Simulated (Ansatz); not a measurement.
Below is a relaxed structure of Ag. The cell was found from a structure generator's guess, not taken from experiment.

Theory: DFT PBE, scalar-relativistic, plane waves, PAW (Ansatz 0.2.0). Cutoff 420 eV, Γ-centred mesh, Gaussian smearing, no spin polarisation.

```
Ag
1.0
     0.00000    3.18971    3.18971
     3.18971    0.00000    3.18971
     3.18971    3.18971    0.00000
Ag
3
Direct
  0.25000 0.25000 0.25000
  0.75000 0.75000 0.75000
  0.00000 0.00000 0.00000
```

Energies count from the standard state of Ag at the same level.

Problem. What space group does it have?

Solution. Fm-3m (No. 225). Conventional cell: a = 6.379 Å. Ag on a site of symmetry -43m is surrounded by 4 Ag at 2.76 Å and 6 Ag at 3.19 Å; Ag on a site of symmetry m-3m is surrounded by 8 Ag at 2.76 Å.

Problem. How far does it lie from the standard state of Ag?

Solution. +0.29 eV/atom. So it is a metastable form at best.

Problem. Is it a metal?

Solution. Yes, bands cross the Fermi level on the 12×12×12 mesh.

The last run used a 12×12×12 mesh for its 3-atom cell and Gaussian smearing of 0.10 eV. Symmetry constrained the relaxation, so the result can be a saddle point.
